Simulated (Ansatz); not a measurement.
Relaxed ZnS (zinc blende):

```
ZnS
1.0
    0.00000     5.44344     5.44344
    2.72172     0.00000     2.72172
    2.72172     2.72172     0.00000
S Zn
2 2
Direct
  0.37500   0.75000   0.75000
  0.87500   0.75000   0.75000
  0.00000   0.00000   0.00000
  0.50000   0.00000   0.00000
```

A phonon eigenvector at L = (0.5, 0.0, 0.0) is frozen into this cell: atom i moves by Q times the vector below, so Q is the largest atomic displacement, in Å. The cell is held. It is one choice among 2 degenerate patterns. (q is in reciprocal vectors of the primitive cell; the cell shown is doubled to hold the pattern.)

| atom | x | y | z |
|---|---|---|---|
| S1 | -0.285 | 0.520 | -0.805 |
| S2 | 0.285 | -0.520 | 0.805 |
| Zn3 | -0.112 | 0.204 | -0.316 |
| Zn4 | 0.112 | -0.204 | 0.316 |

These are PBE (plane waves to 420 eV, PAW, scalar-relativistic; Ansatz, a program for electronic structure) values and carry that method's errors. k mesh 5×10×10 (Γ-centred), Fermi-Dirac smearing 0.05 eV. E stands for the smeared free energy. ZnS was relaxed with its symmetry unable to fall. The zero of ΔE is the undisplaced structure.

| Q (Å) | ΔE (meV/cell) |
|---|---|
| -0.180 | 392 |
| -0.120 | 170 |
| -0.060 | 42 |
| 0.000 | 0 |
| 0.060 | 42 |
| 0.120 | 170 |
| 0.180 | 392 |

Task: Which DFPT wavenumber at L = (0.5, 0.0, 0.0) belongs to this mode?
A. 71 cm⁻¹
B. 274 cm⁻¹
C. 189 cm⁻¹
D. 320 cm⁻¹

Result: B, 274 cm⁻¹. The curvature of the scan gives 274 cm⁻¹

(A displaced cell: forces are minus the slopes of the energy, force constants its curvatures, and phonons follow from these.)
